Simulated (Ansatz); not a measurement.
Input file for Ansatz (a quantum-chemistry and plane-wave program):

Ansatz 0.2 input:
```yaml
crystal:
  lattice:
    - [0.0, 3.0496384006, 3.0496384006]
    - [3.0496384006, 0.0, 3.0496384006]
    - [3.0496384006, 3.0496384006, 0.0]
  atoms:
    - { symbol: Sr, position: [0.0, 0.0, 0.0] }
kpoints:
  mp_grid: { grid: [12, 12, 12] }
hamiltonian:
  xc: r2scan
  pseudopotentials: { azcp: { folder: ./paw }, kind: paw }
scf:
  occupations: { method: gaussian, width: 0.1 }
checkpoint: { read: metal.run }
output: { write_density: true, elf: true, volumetric_format: npy }
basis: { fft_grid_basis: typed }
```

Output (shortened):

```
Pseudopotential: Sr, paw, valence charge 10
Functional definition: r2SCAN
Crystal: 1 atoms, lattice volume = 56.725 Å³
Basis set: ecut = 500 eV, 1459 PW (Γ), exchange–correlation on 128×128×128 points (64 copies of the dense FFT grid, shifted against one another)
Bands: 13, of which v1, the nominal top of the filled ones, is band 5 counted from 1 (4 counted from 0)
Symmetry: 48 space group operations
Space group: Fm-3m (ITA 225), of the structure as read, at distance tolerance 3.8e-5 Å
k-points: 72 of 1728
Stability of the state it starts from, as read at its close in the unpolarized treatment …
iter 1 solved again at ethr=6.97e-7 eV; its pass at ethr=3.10e-3 eV (dr2=6.97e-5 eV) is discarded
SCF iter   1: F=—  HF=-3555.132469 eV  |F-HF|=—  |Δ(HF+E_count)|=         —  Δρ=6.39e-7  dr2=1.37e-10  dr2_τ=2.42e-11  ethr=6.97e-7  ⟨swp⟩=3.3  Hψ=11025  notcnv=0
preconditioner: auto → none
SCF iter   2: F=-3555.132469 eV  HF=-3555.132469 eV  |F-HF|=3.64e-12  |Δ(HF+E_count)|=   9.54e-8  Δρ=2.96e-7  dr2=4.15e-11  dr2_τ=1.41e-11  ethr=1.37e-12  ⟨swp⟩=9.2  Hψ=5412  notcnv=0
SCF 1 converged in 2 iterations: F = -3555.132469 eV  dr2 = 4.15e-11
SCF converged after 2 iterations
Free energy (F): -3555.132469 eV
Harris-Foulkes:  -3555.132469 eV  (|F-HF|=3.64e-12)
Internal energy: -3555.123463 eV  (E = F + TS)
E sigma→0 (E₀):  -3555.127966 eV
Entropy (-TS):   -0.009006 eV (-9.006 meV/atom)
Fermi energy:    4.879218 eV
--- Per-component energies (eV) ---
  E_band       = -145.595132
  E_kinetic    = 229.269930
  E_local      = -797.539485  (includes V_loc(G=0)·N_el)
  E_nonlocal   = 233.448027
  E_hartree    = 195.501560
  E_xc         = -162.036357
  E_vxc        = -166.299567  (∫ρ·V_xc dr)
  E_paw        = -2712.406204  (= ΣΔE_a)
  E_vpaw       = -44.344743  (= ΣTr[D̂ρ^β])
  E_aug_tail   = -0.000007  (compensation charges beyond the density's cutoff)
  E_vtau       = 8.867515  (kinetic-family band-sum trace: ∫τ·v_τ [+ j·A + Jᵃ·Aᵃ] dr)
  E_ewald      = -541.214890
  E_core_change = -0.146036  (= ΣΔE_core)
  E_smearing   = -0.009006  (= −TS)
  E_closure    =  0.000000  (closes the sum)
  Σ components = -3555.132469   (vs F -3555.132469, Δ=0.00e0)
  [band-id]    e_kinetic+e_local+e_nonlocal+2·e_hartree+e_vxc+e_vpaw+e_augmentation_tail+e_vtau = -145.595211   (vs E_band -145.595132, Δ=-7.91e-5)
--- Band table (eV; the first three rows and the last of 72) ---
  k-point 0: bands = ["-33.1017", "-14.3651", "-14.3651", "-14.3651", "1.0999", "7.5816", "7.5816", "7.5816", "9.0896", "9.0896", "12.2290", "14.4247", "14.4247"]
  k-point 1: bands = ["-33.1008", "-14.3779", "-14.3668", "-14.3668", "1.2145", "7.3810", "7.6346", "7.6346", "9.0124", "9.0124", "12.5372", "13.8182", "14.6719"]
  k-point 2: bands = ["-33.0984", "-14.4126", "-14.3714", "-14.3714", "1.5485", "6.9072", "7.7353", "7.7353", "8.9011", "8.9011", "12.7557", "13.4218", "15.3137"]
  k-point 71: bands = ["-33.0840", "-14.4865", "-14.4865", "-14.4342", "5.0178", "5.5842", "5.5842", "7.4485", "10.4573", "10.7175", "10.7175", "10.7456", "12.9906"]
```

Cost: around 9 core-seconds (rough) on shared cores.

Symmetry was held in the r²SCAN relaxation. Spin–orbit coupling is left out wherever it is not named.

Potentials: the earlier of the program's two PAW sets.

Ansatz is a plane-wave DFT program.
